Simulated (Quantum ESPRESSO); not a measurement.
## Si4O6FN (finding a planted mistake in a log)

A calculation, not a measurement. The program is pw.x of Quantum ESPRESSO 7.5 (plane-wave density functional theory). The cell is made up: 12 atoms on a rutile lattice, with randomly drawn elements, strain and displacements, not relaxed. PseudoDojo standard norm-conserving files (v0.5 for PBE, v0.4.1 for LDA and PBEsol) set the functional; there is no spin polarisation, spin-orbit coupling or dispersion term, and the masses in the input are unused placeholders.

Intended input:

```
&control calculation='scf', pseudo_dir='./dojo.nc.sr.pbe.v0_5.standard.upf', outdir='./o', disk_io='low', tprnfor=.true., tstress=.true. /
&system ibrav=0, nat=12, ntyp=4, nbnd=38, ecutwfc=84.00895049, nosym=.true., tot_charge=0,
 occupations='smearing', smearing='fd', degauss=0.0018374661
/
&electrons conv_thr=7.350e-09, electron_maxstep=60, /
ATOMIC_SPECIES
F 1.0 F.upf
N 1.0 N.upf
O 1.0 O.upf
Si 1.0 Si.upf
CELL_PARAMETERS angstrom
4.2781 -0.0287 -0.0523
-0.0287 4.3094 0.0354
-0.0666 0.045 5.4682
ATOMIC_POSITIONS angstrom
Si 0.151 0.1018 -0.1124
Si 2.1403 2.0473 1.3093
Si -0.0845 0.0527 2.5281
Si 2.0552 2.1026 4.1543
O 1.3587 1.3222 -0.0723
F 2.9561 3.0862 0.0069
O 3.5214 0.838 1.3405
N 0.8163 3.5073 1.3433
O 1.1582 1.2146 2.711
O 2.9371 2.8304 2.7454
O 3.3895 0.9518 4.1305
O 0.7427 3.5385 4.1692
K_POINTS automatic
5 5 4 1 1 1
```

The log is shortened where brackets say so; the opening notice, blank lines, dates and the lines on written files are dropped, and the path of the files is cut. It prints rydbergs, bohrs and kilobars, and counts compression as positive stress. Where no state is partly filled, the Fermi energy that it prints is only some level between the filled and the empty states on the mesh, and need not lie in the true gap.

Log of the intended run:

```
     Program PWSCF v.7.5
     Parallel version (MPI & OpenMP), running on       4 processor cores
     Number of MPI processes:                 4
     Threads/MPI process:                     1
     [start-up lines left out]
     bravais-lattice index     =            0
     lattice parameter (alat)  =       8.0852  a.u.
     unit-cell volume          =     680.1362 (a.u.)^3
     number of atoms/cell      =           12
     number of atomic types    =            4
     number of electrons       =        64.00
     number of Kohn-Sham states=           38
     kinetic-energy cutoff     =      84.0090  Ry
     charge density cutoff     =     336.0358  Ry
     scf convergence threshold =      7.3E-09
     mixing beta               =       0.7000
     number of iterations used =            8  plain     mixing
     Exchange-correlation= PBE
                           (   1   4   3   4   0   0   0)
     [axes and pseudopotential details left out]
   Cartesian axes
     site n.     atom                  positions (alat units)
         1        Si     tau(   1) = (   0.0352926   0.0237933  -0.0262708  )
         2        Si     tau(   2) = (   0.5002436   0.4785070   0.3060173  )
         3        Si     tau(   3) = (  -0.0197498   0.0123174   0.5908825  )
         4        Si     tau(   4) = (   0.4803535   0.4914321   0.9709675  )
         5        O      tau(   5) = (   0.3175634   0.3090324  -0.0168984  )
         6        F      tau(   6) = (   0.6909171   0.7213249   0.0016127  )
         7        O      tau(   7) = (   0.8230424   0.1958623   0.3133096  )
         8        N      tau(   8) = (   0.1907905   0.8197469   0.3139640  )
         9        O      tau(   9) = (   0.2707013   0.2838835   0.6336309  )
        10        O      tau(  10) = (   0.6864763   0.6615378   0.6416711  )
        11        O      tau(  11) = (   0.7922139   0.2224603   0.9654048  )
        12        O      tau(  12) = (   0.1735882   0.8270391   0.9744500  )
     number of k points=    50  Fermi-Dirac smearing, width (Ry)=  0.0018
                       cart. coord. in units 2pi/alat
        k(    1) = (   0.1018758   0.0991549   0.0982293), wk =   0.0400000
        k(    2) = (   0.1042569   0.0975636   0.2938804), wk =   0.0400000
     [further k points left out]
     Dense  grid:    70765 G-vectors     FFT dimensions: (  48,  48,  64)
     Estimated max dynamical RAM per process >     167.66 MB
     Estimated total dynamical RAM >     618.81 MB
     Initial potential from superposition of free atoms
     starting charge      63.9975, renormalised to      64.0000
     Starting wfcs are   48 randomized atomic wfcs
     total cpu time spent up to now is        7.7 secs
     per-process dynamical memory:   134.9 Mb
     Self-consistent Calculation
     iteration #  1     ecut=    84.01 Ry     beta= 0.70
     Davidson diagonalization with overlap
     ethr =  1.00E-02,  avg # of iterations =  2.9
     total cpu time spent up to now is       22.1 secs
     total energy              =    -301.85570811 Ry
     estimated scf accuracy    <       2.73341282 Ry
     iteration #  2     ecut=    84.01 Ry     beta= 0.70
     Davidson diagonalization with overlap
     ethr =  4.27E-03,  avg # of iterations =  3.0
     total cpu time spent up to now is       36.3 secs
     total energy              =    -302.56886610 Ry
     estimated scf accuracy    <       2.03329832 Ry
     [iterations 3 to 9 left out]
     iteration # 10     ecut=    84.01 Ry     beta= 0.70
     Davidson diagonalization with overlap
     ethr =  2.46E-09,  avg # of iterations =  2.0
     total cpu time spent up to now is      134.1 secs
     total energy              =    -302.99145761 Ry
     estimated scf accuracy    <       0.00000023 Ry
     iteration # 11     ecut=    84.01 Ry     beta= 0.70
     Davidson diagonalization with overlap
     ethr =  3.56E-10,  avg # of iterations =  2.1
     total cpu time spent up to now is      146.2 secs
     End of self-consistent calculation
     [lines on levels left out]
     the Fermi energy is    12.5603 ev
!    total energy              =    -302.99145766 Ry
     estimated scf accuracy    <          7.1E-09 Ry
     smearing contrib. (-TS)   =       0.00000000 Ry
     internal energy E=F+TS    =    -302.99145766 Ry
     The total energy is F=E-TS. E is the sum of the following terms:
     one-electron contribution =     -42.03424316 Ry
     hartree contribution      =      68.54282047 Ry
     xc contribution           =     -81.36371587 Ry
     ewald contribution        =    -248.13631911 Ry
     convergence has been achieved in  11 iterations
     Forces acting on atoms (cartesian axes, Ry/au):
     atom    1 type  4   force =     0.06036734   -0.06734442    0.09560266
     atom    2 type  4   force =    -0.12562969    0.07577396    0.21450172
     atom    3 type  4   force =     0.15795478   -0.19588197    0.17478478
     atom    4 type  4   force =    -0.02757004    0.04431828   -0.26291247
     atom    5 type  3   force =     0.03652987    0.03106104    0.04918882
     atom    6 type  1   force =    -0.03531290   -0.06573523   -0.03339879
     atom    7 type  3   force =    -0.19838089    0.14712918   -0.19556764
     atom    8 type  2   force =     0.01048599   -0.04600714   -0.06761738
     atom    9 type  3   force =     0.12510232    0.10891025    0.04661685
     atom   10 type  3   force =    -0.02000131    0.05246274    0.01252599
     atom   11 type  3   force =     0.00777668   -0.05356704    0.01814997
     atom   12 type  3   force =     0.00867785   -0.03111965   -0.05187451
     Total force =     0.638756     Total SCF correction =     0.000237
     Computing stress (Cartesian axis) and pressure
          total   stress  (Ry/bohr**3)                   (kbar)     P=       40.15
   0.00010944   0.00093840   0.00026973           16.10      138.04       39.68
   0.00093840   0.00009086  -0.00035646          138.04       13.37      -52.44
   0.00026973  -0.00035646   0.00061845           39.68      -52.44       90.98
     init_run     :      5.20s CPU      5.35s WALL (       1 calls)
     electrons    :    137.98s CPU    138.55s WALL (       1 calls)
     forces       :      2.57s CPU      2.60s WALL (       1 calls)
     stress       :      6.50s CPU      6.50s WALL (       1 calls)
     [timing details left out]
     PWSCF        :   2m34.60s CPU   2m35.43s WALL
     JOB DONE.
```

A second run was made from an input with one planted mistake. Its log:

```
     Program PWSCF v.7.5
     Parallel version (MPI & OpenMP), running on       4 processor cores
     Number of MPI processes:                 4
     Threads/MPI process:                     1
     [start-up lines left out]
     bravais-lattice index     =            0
     lattice parameter (alat)  =       8.0852  a.u.
     unit-cell volume          =     680.1362 (a.u.)^3
     number of atoms/cell      =           12
     number of atomic types    =            4
     number of electrons       =        63.00
     number of Kohn-Sham states=           38
     kinetic-energy cutoff     =      84.0090  Ry
     charge density cutoff     =     336.0358  Ry
     scf convergence threshold =      7.3E-09
     mixing beta               =       0.7000
     number of iterations used =            8  plain     mixing
     Exchange-correlation= PBE
                           (   1   4   3   4   0   0   0)
     [axes and pseudopotential details left out]
   Cartesian axes
     site n.     atom                  positions (alat units)
         1        Si     tau(   1) = (   0.0352926   0.0237933  -0.0262708  )
         2        Si     tau(   2) = (   0.5002436   0.4785070   0.3060173  )
         3        Si     tau(   3) = (  -0.0197498   0.0123174   0.5908825  )
         4        Si     tau(   4) = (   0.4803535   0.4914321   0.9709675  )
         5        O      tau(   5) = (   0.3175634   0.3090324  -0.0168984  )
         6        F      tau(   6) = (   0.6909171   0.7213249   0.0016127  )
         7        O      tau(   7) = (   0.8230424   0.1958623   0.3133096  )
         8        N      tau(   8) = (   0.1907905   0.8197469   0.3139640  )
         9        O      tau(   9) = (   0.2707013   0.2838835   0.6336309  )
        10        O      tau(  10) = (   0.6864763   0.6615378   0.6416711  )
        11        O      tau(  11) = (   0.7922139   0.2224603   0.9654048  )
        12        O      tau(  12) = (   0.1735882   0.8270391   0.9744500  )
     number of k points=    50  Fermi-Dirac smearing, width (Ry)=  0.0018
                       cart. coord. in units 2pi/alat
        k(    1) = (   0.1018758   0.0991549   0.0982293), wk =   0.0400000
        k(    2) = (   0.1042569   0.0975636   0.2938804), wk =   0.0400000
     [further k points left out]
     Dense  grid:    70765 G-vectors     FFT dimensions: (  48,  48,  64)
     Estimated max dynamical RAM per process >     167.66 MB
     Estimated total dynamical RAM >     618.81 MB
     Initial potential from superposition of free atoms
     starting charge      63.9975, renormalised to      63.0000
     Starting wfcs are   48 randomized atomic wfcs
     total cpu time spent up to now is        7.4 secs
     per-process dynamical memory:   130.0 Mb
     Self-consistent Calculation
     iteration #  1     ecut=    84.01 Ry     beta= 0.70
     Davidson diagonalization with overlap
     ethr =  1.00E-02,  avg # of iterations =  2.7
     total cpu time spent up to now is       21.6 secs
     total energy              =    -302.55307698 Ry
     estimated scf accuracy    <       2.94121828 Ry
     iteration #  2     ecut=    84.01 Ry     beta= 0.70
     Davidson diagonalization with overlap
     ethr =  4.67E-03,  avg # of iterations =  2.0
     total cpu time spent up to now is       35.8 secs
     total energy              =    -303.23189183 Ry
     estimated scf accuracy    <       2.23875412 Ry
     [iterations 3 to 11 left out]
     iteration # 12     ecut=    84.01 Ry     beta= 0.70
     Davidson diagonalization with overlap
     ethr =  2.05E-10,  avg # of iterations =  2.5
     total cpu time spent up to now is      154.4 secs
     total energy              =    -303.74108271 Ry
     estimated scf accuracy    <       0.00000001 Ry
     iteration # 13     ecut=    84.01 Ry     beta= 0.70
     Davidson diagonalization with overlap
     ethr =  1.77E-11,  avg # of iterations =  2.7
     total cpu time spent up to now is      167.9 secs
     End of self-consistent calculation
     [lines on levels left out]
     the Fermi energy is     9.4793 ev
!    total energy              =    -303.74108271 Ry
     estimated scf accuracy    <          4.3E-09 Ry
     smearing contrib. (-TS)   =      -0.00102744 Ry
     internal energy E=F+TS    =    -303.74005527 Ry
     The total energy is F=E-TS. E is the sum of the following terms:
     one-electron contribution =     -43.40139574 Ry
     hartree contribution      =      68.11915390 Ry
     xc contribution           =     -80.32149431 Ry
     ewald contribution        =    -248.13631911 Ry
     convergence has been achieved in  13 iterations
     Forces acting on atoms (cartesian axes, Ry/au):
     atom    1 type  4   force =     0.00540793   -0.00837690    0.01513899
     atom    2 type  4   force =    -0.07230641    0.03652011    0.19352313
     atom    3 type  4   force =     0.08686362   -0.15216715    0.25681678
     atom    4 type  4   force =    -0.00278434    0.03842286   -0.24134897
     atom    5 type  3   force =     0.02138466    0.02329008    0.08579232
     atom    6 type  1   force =    -0.02325431   -0.05629738   -0.00459374
     atom    7 type  3   force =    -0.17596317    0.12503157   -0.19525782
     atom    8 type  2   force =     0.04264917   -0.06899283   -0.03023439
     atom    9 type  3   force =     0.11535003    0.09004383   -0.00248465
     atom   10 type  3   force =    -0.02277844    0.06409312   -0.02824686
     atom   11 type  3   force =     0.00755441   -0.05077051    0.00714783
     atom   12 type  3   force =     0.01787683   -0.04079680   -0.05625261
     Total force =     0.582850     Total SCF correction =     0.000055
     Computing stress (Cartesian axis) and pressure
          total   stress  (Ry/bohr**3)                   (kbar)     P=     -199.68
  -0.00145546   0.00074461   0.00024044         -214.10      109.54       35.37
   0.00074461  -0.00162795  -0.00040651          109.54     -239.48      -59.80
   0.00024044  -0.00040651  -0.00098887           35.37      -59.80     -145.47
     init_run     :      5.14s CPU      5.33s WALL (       1 calls)
     electrons    :    159.91s CPU    160.55s WALL (       1 calls)
     forces       :      2.89s CPU      2.91s WALL (       1 calls)
     stress       :      9.41s CPU      9.42s WALL (       1 calls)
     [timing details left out]
     PWSCF        :   2m59.55s CPU   3m 0.48s WALL
     JOB DONE.
```

Question: what was wrong in the second input?

Answer: the cell has the wrong charge. The input lines that differ, file-writing options aside:

```
- &system ibrav=0, nat=12, ntyp=4, nbnd=38, ecutwfc=84.00895049, nosym=.true., tot_charge=0,
+ &system ibrav=0, nat=12, ntyp=4, nbnd=38, ecutwfc=84.00895049, nosym=.true., tot_charge=1,
```

|  | intended run | run with the mistake |
| --- | --- | --- |
| free energy (eV) | -4122.409 | -4132.608 |
| smearing term -TS (eV) | 0.0000 | -0.0140 |
| pressure (GPa) | 4.01 | -19.97 |
| largest force component (eV/Å) | 6.760 | 6.603 |
| largest change of a force component (eV/Å) |  | 2.109 |
| iterations | 11 | 13 |

For scale, a rerun of the intended cell at a cutoff of 1437 eV and k mesh 7 x 7 x 6 moved values by no more than 0.003 eV in energy, 0.04 GPa in stress and 0.002 eV/Å in force. The charged cell sits in a uniform background, so its energy and stress rest on the program's zero of potential.